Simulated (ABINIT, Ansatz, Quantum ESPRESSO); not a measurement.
## One calculation of W, 3 ways

```
CELL_PARAMETERS angstrom
2.76660 0.00000 0.00000
-0.92220 2.60838 0.00000
0.00000 0.00000 24.03569
ATOMIC_POSITIONS crystal
W 0.50000 0.50000 0.31204
W 0.00000 0.00000 0.40602
W 0.50000 0.50000 0.50000
W 0.00000 0.00000 0.59398
W 0.50000 0.50000 0.68796
```

The cell was measured well above room temperature.

Alike in all runs: functional PBE; k mesh 10 × 10 × 1; occupations fermi-dirac, width 0.05 eV; no spin polarisation; no spin-orbit coupling.

```csv
program and potentials,plane-wave cutoff (eV),notes,band gap (eV),largest force (eV/Å)
"Ansatz, Ansatz PAW",420,-,no gap,0.794
"Quantum ESPRESSO, PseudoDojo 0.4.1 SR PBE standard",1007,-,no gap,0.785
"ABINIT, JTH PAW PBE v2.0",435,-,?,?
```

Task: Estimate from the other rows what the run with ABINIT, JTH PAW PBE v2.0 gave.

Result: No band gap; largest force 0.779 eV/Å. The other rows, which needn't bracket it: largest force 0.785 to 0.794.
